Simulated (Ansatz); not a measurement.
**Compressing K2LiAlH6: a fit and a missing row**

K2LiAlH6, Fm-3m, a = 7.775 Å. The structure is a Materials Project entry; whether it is the stable form wasn't checked. Ansatz: r2SCAN, PAW, 500 eV, Γ-centred 6×6×6 mesh on 10 atoms, Gaussian smearing 0.02 eV; no spin polarisation. Shape and atoms are relaxed at each volume; pressure is positive in compression.

```tsv
V (Å³/atom)	P (GPa)
10.342	5.32
10.694	3.67
11.047	?
11.399	1.04
11.752	0.00
12.104	-0.89
12.457	-1.66
12.927	-2.52
```

Q: Take V0 = 11.752 Å³/atom, fit the third-order Birch–Murnaghan form to the other rows, and predict the missing pressure.

A: With the Eulerian strain f = ½[(V0/V)^(2/3) − 1] and y = P/[3f(1 + 2f)^(5/2)], the form is the line y = B0 + 1.5 B0 (B0′ − 4) f. Rows (f, y): 0.04447, 32.2; 0.03246, 32.2; 0.01027, 32.1; -0.00974, 32.0; -0.01905, 32.0; -0.03078, 32.0. Means f = 0.004605, y = 32.083; Σ(Δf)² = 0.004415, ΣΔfΔy = 0.01411; the slope is their ratio. y = 32.07 + 3.196 f GPa, so B0 = 32.1 GPa and B0′ = 4 + 2 × (3.196)/(3 × 32.07) = 4.07. At V = 11.047, f = 0.02105, y = 32.14 and P = 2.25 GPa. The run gave 2.26 GPa, so the fit is 0.01 GPa too low, a small miss on the scale of the series.